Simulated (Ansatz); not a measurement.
## Si: from a starting cell to a relaxed one

The start is a relaxed Si cell, doubled along one cell vector, shaken by Gaussian noise of σ = 0.08 Å a coordinate. The cell and all atomic positions are relaxed at zero pressure with r2SCAN (plane waves to 500 eV, PAW, scalar-relativistic; Ansatz, a quantum-chemistry and plane-wave program). The first steps use a coarse 7×7×2 k-mesh.

Initial structure:
```yaml
crystal:
  lattice:
    - [3.88515, 0.00000, 0.00000]
    - [-1.94257, 3.36464, 0.00000]
    - [0.00000, 0.00000, 15.59380]
  atoms:
    - { symbol: Si, position: [0.98265, 0.97241, 0.12580] }
    - { symbol: Si, position: [0.01053, 0.98288, 0.62021] }
    - { symbol: Si, position: [0.98262, 0.00453, 0.37563] }
    - { symbol: Si, position: [0.98461, 0.01076, 0.87551] }
    - { symbol: Si, position: [0.37027, 0.68803, 0.12515] }
    - { symbol: Si, position: [0.32235, 0.68498, 0.62552] }
    - { symbol: Si, position: [0.70056, 0.35082, 0.36843] }
    - { symbol: Si, position: [0.69810, 0.31947, 0.87481] }
```

```json
{
  "initial_pressure": "+2.7 GPa (positive: the cell is compressed)",
  "largest_initial_force": "5.82 eV/Å, on Si8 (atoms numbered as listed)",
  "relative_to_the_parent": "It does not go back: it reaches Fd-3m (No. 227), diamond type, 0.67 eV/atom below the parent",
  "band_gap_at_the_end": "0.78 eV, indirect (valence top at Γ, conduction bottom at 87 % of the way from Γ to X) (no spin-orbit coupling)",
  "optimiser_moves": "14"
}
```

The end point of the relaxation:

```cif
data_Si8
_chemical_formula_sum 'Si8'
_space_group_name_H-M_alt 'Fd-3m :1'
_space_group_IT_number 227
_space_group_name_Hall 'F 4d 2 3 -1d'
_cell_length_a 5.44425
_cell_length_b 5.44425
_cell_length_c 5.44425
_cell_angle_alpha 90.000
_cell_angle_beta 90.000
_cell_angle_gamma 90.000
loop_
_atom_site_label
_atom_site_type_symbol
_atom_site_symmetry_multiplicity
_atom_site_Wyckoff_symbol
_atom_site_fract_x
_atom_site_fract_y
_atom_site_fract_z
_atom_site_occupancy
Si1 Si 8 a 0.00000 0.00000 0.00000 1
```
(The calculation used a cell of 2 atoms; values per cell refer to that cell.)

Final values are on a 10×10×10 k-mesh of the relaxed cell. No spin polarisation in the result.

Of the parent cell (P6₃/mmc (No. 194)): it is a generated cell of Si: the first start was made by placing the elements on the sites of a structure type, and the end was not matched to a known phase here, so it may be hypothetical. Known forms of Si include space group No. 227.
